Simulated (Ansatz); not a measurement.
MnBr2:
```
CELL_PARAMETERS angstrom
      3.84955     0.00000     0.00000
     -1.92477     3.33381     0.00000
      0.00000     0.00000     6.30699
ATOMIC_POSITIONS crystal
  Mn 0.00000 0.00000 0.00000
  Br 0.33333 0.66667 0.23942
  Br 0.66667 0.33333 0.76058
```
The run is spin-polarised; directions of the spins, atom by atom: ↑ 0 0.

Relaxed with r²SCAN+D4.

Map the electron localisation function on the plane through (0.000, 0.000, 0.000) spanned by u = [0, 0, 1] and v = [1, -1, 0] in lattice vectors, from the program Ansatz at the r²SCAN+D4 level (PAW).

x is the fraction of u, y of v (the angle between them is 90°; rows are the nearest grid lines); atoms in the plane: Mn at (0.00, 0.00), Br at (0.24, 0.33), Br at (0.76, 0.67).
```
|@@%*-.                     .-*%@@|
|@@#+-.                     .-+#@@|
|*+=:.               .::--:...:=+*|
|--:.              .:=+***+=:..::-|
|.                :+#%%@@@@@%#=:..|
|.                -*%@@@@@@@@@#+-.|
|-.              :*%@@@#-..=%@@%*-|
|=.              -#%@@@=    +%@%*=|
|=.              =#@@@@-    =%@%#=|
|-.              :*%@@@#-..=%@@%*-|
|:   ..:::::.    .=#@@@@%##%@@%#+:|
|  .-+##%%%##*-    -*%%@@@@@%#*-. |
| .-*#%@@@@@%%*-    -*##%%%##+-.  |
|:+#%@@%##%@@@@#=.    .:::::..   :|
|-*%@@%=..-#@@@%*:              .-|
|=#%@%=    -@@@@#=              .=|
|=*%@%+    =@@@%#-              .=|
|-*%@@%=..-#@@@%*:              .-|
|.-+#@@@@@@@@@%*-                .|
|..:=#%@@@@@%%#+:                .|
|-::..:=+***+=:.              .:--|
|*+=:...:--::.               .:=+*|
|@@#+-.                     .-+#@@|
|@@%*-.                     .-*%@@|
```
Scale: ten equal steps from 0.000 (start of ' ') to 0.910 (end of '@'), in the order ' .:-=+*#%@'; x runs from 0.000 to 1.00, y from 0.000 (bottom) to 1.00 (top).

The density is the valence pseudo-density with augmentation charge, so density and ELF within about 1 Å of a nucleus are not all-electron values.

Space group P-3m1 (CdI2 type). The first step of the workflow began from a Materials Project structure, measured or hypothetical; the Crystallography Open Database files this formula in space group No. 164, but the cells were not matched. Its standing as an ambient phase is unchecked. The r²SCAN+D4 relaxation kept the symmetry of its start; whether a distortion lowers the energy is not shown. Magnetic state: ferromagnetic, chosen from 5 collinear starts compared on coarse meshes (ties went to the first, and starts can fall back to one state), not a proven ground state. Other orbital occupations within this spin state were not tried. No Hubbard U is applied.

Potentials: the later of the program's two PAW sets.
